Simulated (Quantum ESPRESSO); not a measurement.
MoAl6Sn, a guest atom moved from site to site

Computed values, not a measurement. The program is pw.x of Quantum ESPRESSO 7.5 (plane-wave density functional theory). The cell is made up: eight metal atoms on a hexagonal close-packed lattice, with elements, volume, strain and displacements drawn at random and not relaxed, so it may be unstable or far from any real phase. PseudoDojo standard norm-conserving files set the functional (PBE unless stated); there is no spin polarisation or spin-orbit coupling, the Fermi-Dirac width of 0.25 eV means electrons at about 2900 K, and the masses in the input are unused placeholders. The tin pseudopotential is less sure than most, with forces differing by about three percent from a second method on plain tin. A spin test at this wide smearing found no moment, but such smearing suppresses magnetism that the real alloy may have.

The runs move one Mo atom among sites that otherwise hold Al. Cell, positions, cutoff, mesh and smearing stay as in the input of run 1; sites are counted in its order. Stress in the tables is positive in tension.

Input of run 1:

```
&control calculation='scf', pseudo_dir='./dojo.nc.sr.pbe.v0_5.standard.upf', outdir='./o', disk_io='minimal', tprnfor=.true., tstress=.true. /
&system ibrav=0, nat=8, ntyp=3, nbnd=32, ecutwfc=79.96652505, nosym=.true., tot_charge=0,
 occupations='smearing', smearing='fd', degauss=0.0183746611
/
&electrons conv_thr=1.470e-08, electron_maxstep=70, mixing_beta=0.5 /
ATOMIC_SPECIES
Al 1.0 Al.upf
Mo 1.0 Mo.upf
Sn 1.0 Sn.upf
CELL_PARAMETERS angstrom
2.8637 0.0 4.4678
2.8637 0.0 -4.4678
-2.8637 4.9601 0.0
ATOMIC_POSITIONS angstrom
Mo 0.0279 -0.0252 -0.014
Al -1.5038 2.4191 0.1433
Al 2.8912 1.6781 -2.2656
Sn 1.3926 4.0843 -2.2666
Al 2.8866 0.0167 0.0273
Al 1.3135 2.5312 0.1075
Al 2.9361 1.602 2.2595
Al 1.2833 4.3131 2.2752
K_POINTS automatic
6 6 6 1 1 1
```

| run | elements on sites 1 to 8 | free energy less that of run 1 (eV) | -TS (eV) | pressure (GPa) | stress xx (GPa) | stress yy (GPa) | stress zz (GPa) | stress yz (GPa) | stress xz (GPa) | stress xy (GPa) | iterations |
| --- | --- | --- | --- | --- | --- | --- | --- | --- | --- | --- | --- |
| 1 | Mo Al Al Sn Al Al Al Al | 0.000 | -0.709 | 9.56 | -6.49 | -8.47 | -13.71 | -0.05 | 0.66 | 0.40 | 10 |
| 2 | Al Mo Al Sn Al Al Al Al | -0.087 | -0.654 | 9.69 | -5.95 | -8.57 | -14.55 | -1.11 | 0.84 | 0.17 | 10 |
| 3 | Al Al Mo Sn Al Al Al Al | 0.105 | -0.713 | 9.78 | -6.58 | -8.45 | -14.32 | -0.21 | 0.74 | -0.14 | 10 |
| 4 | Al Al Al Sn Mo Al Al Al | 0.004 | -0.709 | 9.50 | -6.33 | -8.65 | -13.53 | -0.06 | 0.81 | 0.11 | 10 |
| 5 | Al Al Al Sn Al Mo Al Al | -0.031 | -0.653 | 9.36 | -5.98 | -7.95 | -14.15 | 0.11 | 0.53 | 0.62 | 10 |
| 6 | Al Al Al Sn Al Al Al Mo | 0.053 | -0.708 | 9.96 | -6.61 | -9.60 | -13.66 | -0.37 | 0.74 | 0.63 | 10 |

Forces Fx Fy Fz (eV/Å):

```
site              run 1             run 2             run 3             run 4             run 5             run 6
   1    -0.53 0.74 0.20   -0.73 0.20 0.28   -0.37 0.37 0.82   -0.53 0.73 0.27   -0.15 0.23 0.31   -0.46 0.63 0.46
   2  -0.22 -0.36 -1.88  0.21 -0.43 -2.25  0.11 -0.12 -2.07  0.45 -0.44 -1.88   0.22 0.02 -1.79  0.03 -0.32 -2.32
   3    0.36 -0.11 0.46   0.26 -0.39 1.00   0.03 -0.54 1.06   0.36 -0.13 1.26   0.09 -0.32 0.90   0.01 -0.12 0.81
   4    -0.40 0.14 0.91   -0.66 0.87 0.74   -0.14 0.82 0.74   -0.53 0.21 0.84   -0.67 0.55 1.29  -0.60 -0.08 0.86
   5   -0.38 0.72 -0.52   0.02 0.19 -0.62  -0.20 0.34 -0.90  -0.21 0.70 -0.72  -0.51 0.15 -0.59  -0.31 0.61 -0.50
   6    0.88 -0.50 0.24    0.68 0.08 0.06  0.72 -0.16 -0.01   0.27 -0.51 0.24  0.72 -0.23 -0.11   0.51 -0.37 0.40
   7    -1.04 0.70 0.75   -1.11 0.51 0.50   -1.14 0.31 0.39   -1.05 0.71 0.03   -1.00 0.66 0.44   -0.78 0.79 0.39
   8   1.34 -1.32 -0.17   1.33 -1.04 0.30  0.99 -1.01 -0.03  1.24 -1.27 -0.04  1.31 -1.06 -0.45  1.59 -1.15 -0.10
```

The sites are displaced and not relaxed, so the energy differences mix bonding between neighbours with strain and are not ordering energies. A rerun of one cell of this series at a higher cutoff and on a denser mesh moved values by no more than 0.002 eV in energy, 0.18 GPa in stress and 0.011 eV/Å in force, and a second program with other atomic files agreed on that cell to 2 % rms in force and 0.5 GPa in pressure.